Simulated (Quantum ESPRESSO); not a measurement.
InGa2AlP4, a curve over strain

A calculation, not a measurement. The program is pw.x of Quantum ESPRESSO 7.5 (plane-wave density functional theory). The cell is made up: 8 atoms on a zincblende/diamond lattice, with randomly drawn elements, strain and displacements, not relaxed. PseudoDojo standard norm-conserving files (v0.5 for PBE, v0.4.1 for LDA and PBEsol) set the functional; there is no spin polarisation, spin-orbit coupling or dispersion term, and the masses in the input are unused placeholders.

Seven runs add a strain to one cell (the same along x and y); the atoms follow the cell and are not relaxed. Stress in the table is positive in tension.

Input of the run at +0.0003:

```
&control calculation='scf', pseudo_dir='./dojo.nc.sr.pbe.v0_5.standard.upf', outdir='./o', disk_io='medium', tprnfor=.true., tstress=.true. /
&system ibrav=0, nat=8, ntyp=4, nbnd=37, ecutwfc=79.96652505, nosym=.true., tot_charge=0,
 occupations='smearing', smearing='fd', degauss=0.0018374661
/
&electrons conv_thr=7.350e-09, electron_maxstep=60, /
ATOMIC_SPECIES
Al 1.0 Al.upf
Ga 1.0 Ga.upf
In 1.0 In.upf
P 1.0 P.upf
CELL_PARAMETERS angstrom
5.5695 0.0431 0.0307
0.0431 5.6231 0.0291
0.0307 0.0291 5.518
ATOMIC_POSITIONS angstrom
In 0.0414 -0.0044 -0.0397
Ga -0.136 2.8923 2.7868
Ga 2.8154 0.0561 2.89
Al 2.7424 2.8958 0.1601
P 1.4503 1.4569 1.4644
P 1.4123 4.3186 4.2431
P 4.1678 1.3512 4.3738
P 4.1451 4.2857 1.5758
K_POINTS automatic
4 4 4 1 1 1
```

| added strain | free energy less that of the input shown (eV) | stress xx (GPa) | stress yy (GPa) | stress zz (GPa) | stress xy (GPa) | pressure (GPa) | iterations |
| --- | --- | --- | --- | --- | --- | --- | --- |
| -0.0205 | 0.3127 | -10.06 | -8.70 | -7.80 | 6.37 | 8.86 | 10 |
| -0.0144 | 0.2009 | -8.64 | -7.28 | -6.77 | 6.05 | 7.57 | 10 |
| -0.0083 | 0.1059 | -7.29 | -5.94 | -5.80 | 5.75 | 6.34 | 10 |
| -0.0060 | 0.0742 | -6.79 | -5.45 | -5.45 | 5.64 | 5.90 | 10 |
| +0.0003 | 0.0000 | -5.49 | -4.16 | -4.54 | 5.35 | 4.73 | 10 |
| +0.0115 | -0.0904 | -3.34 | -2.03 | -3.06 | 4.86 | 2.81 | 10 |
| +0.0193 | -0.1254 | -1.95 | -0.66 | -2.12 | 4.54 | 1.58 | 10 |

A cubic fit gives a slope of stress xx against the added strain of 202 GPa at zero added strain, with the atoms clamped. Across the table the free energy follows the integral of the stress to within 1.5 meV. A rerun of one of the cells at 1377 eV and a 6 x 6 x 6 mesh moved values by no more than 0.008 eV in energy, 0.02 GPa in stress and 0.002 eV/Å in force.